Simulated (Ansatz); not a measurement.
SrScO$_{2}$F:
```
CELL_PARAMETERS angstrom
      4.09252     0.00000     0.00000
      0.00000     4.09252     0.00000
      0.00000     0.00000     4.02626
ATOMIC_POSITIONS crystal
  Sr 0.50000 0.50000 0.50000
  Sc 0.00000 0.00000 0.00000
  O  0.50000 0.00000 0.00000
  O  0.00000 0.50000 0.00000
  F  0.00000 0.00000 0.50000
```

Plane-wave PAW PBEsol (Ansatz code) gives a gap of 3.22 eV without spin–orbit coupling, maximum at A, minimum at Γ.

Problem. What happens when spin–orbit coupling is switched on?

Solution. The gap hardly moves, to 3.22 eV; maximum at A, minimum at Γ.

Problem. Give the electron effective mass with spin–orbit coupling.

Solution. 0.37, 0.53, 0.53 mₑ (principal values).

Space group P4/mmm. The start of the workflow was typed in or built on a structure type; neither database checked (COD, Materials Project) lists it. Whether it is the stable phase at ambient conditions was not checked. Symmetry was held in the PBEsol relaxation. At this level the phase is dynamically unstable (imaginary phonons). No spin polarisation was allowed. The volume moved by -17 % from the start of the relaxation.

Potentials: the earlier of the program's two PAW sets. The files were generated under PBE; for other functionals the program regenerates the frozen cores, and for LDA and PBEsol the local potential too.
